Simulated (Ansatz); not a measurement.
Polymorphs of GaAs, each relaxed with PBE in the plane-wave PAW code Ansatz:

A: Pm-3n, a = 7.087 Å, b = 7.087 Å, c = 7.087 Å, α = 90.00°, β = 90.00°, γ = 90.00°

B: CsCl type (Pm-3m), a = b = c = 3.374 Å, α = β = γ = 90.00°

C: rock salt (Fm-3m), a = b = c = 5.393 Å, α = β = γ = 90.00°

D: P6_222, a = 4.081 Å, b = 4.081 Å, c = 8.937 Å, α = 90.00°, β = 90.00°, γ = 120.00°

E: zinc blende (F-43m), a = b = c = 5.7451 Å, α = β = γ = 90.00°

### Question
Put the candidates in order of energy per atom at 0 K, lowest first, for PBE.

### Answer
E (+0 meV/atom), A (+152 meV/atom), D (+190 meV/atom), C (+327 meV/atom), B (+537 meV/atom)

### Question
Give each one's gap.

### Answer
A no gap; B no gap; C no gap; D no gap; E 0.16 eV.

Constructed cells (a structure type filled with these elements, in neither database checked): B. Typed or built starts, not in the databases checked: A; C; D. Not the usual ambient phase: A; B; C; D. All cells were relaxed under the symmetry of their starts (and spin orders); stability against distortions was not tested throughout. Scalar-relativistic: spin–orbit coupling is off unless named, which matters more the heavier the elements.

Energies hold the estimated change up to a 700 eV cutoff; steps of a few meV lie near the error of the meshes.

Potentials: the earlier of the program's two PAW sets.
